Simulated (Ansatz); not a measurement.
Relaxed TaN (space group P-6m2):

```
TaN
1.0
    2.93603     0.00000     0.00000
   -1.46801     2.54267     0.00000
    0.00000     0.00000     2.88470
Ta N
1 1
Direct
  0.00000   0.00000   0.50000
  0.66667   0.33333   0.00000
```

In this cell atom 1 (Ta, nearest neighbour N at 2.226 Å; its periodic images, 2.9 Å or more away, move with it) is moved by s along Cartesian [110], unit vector (0.707, 0.707, 0.000); all other atoms and the cell stay fixed.

Level of theory: r2SCAN (plane waves to 500 eV, PAW, scalar-relativistic; Ansatz, a quantum-chemistry and plane-wave program). k mesh 10×10×9 (Γ-centred), Fermi-Dirac smearing 0.05 eV. Energies are smeared free energies. Left out: 1 of 11 points, with atoms too close for the PAW data. With partly filled bands, energies and forces of such displacements shift with the k mesh and the smearing. At this level the bands of TaN touch or barely overlap. Spin-orbit coupling is left out, though Ta is heavy. TaN is run without spin polarisation. TaN was relaxed with its symmetry unable to fall. This is one of several known forms of TaN; the measured ambient cells at hand have space group No. 189. The zero of ΔE is the undisplaced structure. The last digit holds for this mesh only.

| s (Å) | ΔE (meV/cell) |
|---|---|
| -0.670 | 1893.2 |
| -0.536 | 1435.5 |
| -0.402 | 913.9 |
| -0.268 | 440.5 |
| -0.134 | 116.8 |
| 0.000 | 0.0 |
| 0.134 | 124.2 |
| 0.268 | 505.5 |
| 0.402 | 1146.7 |
| 0.536 | 1984.9 |

Problem. What force constant k = d²E/ds² at s = 0 does the table give?

Solution. 14 eV/Å². It is the second difference of the nearest points, corrected with the next pair.

Problem. With k = 13.45 eV/Å² from the forces, is the well harmonic out to s = 0.536 Å?

Solution. ½ks² = 1932 meV/cell against the computed 1985 meV/cell, so the well is close to harmonic there.

(A displaced cell: forces are minus the slopes of the energy, force constants its curvatures, and phonons follow from these.)
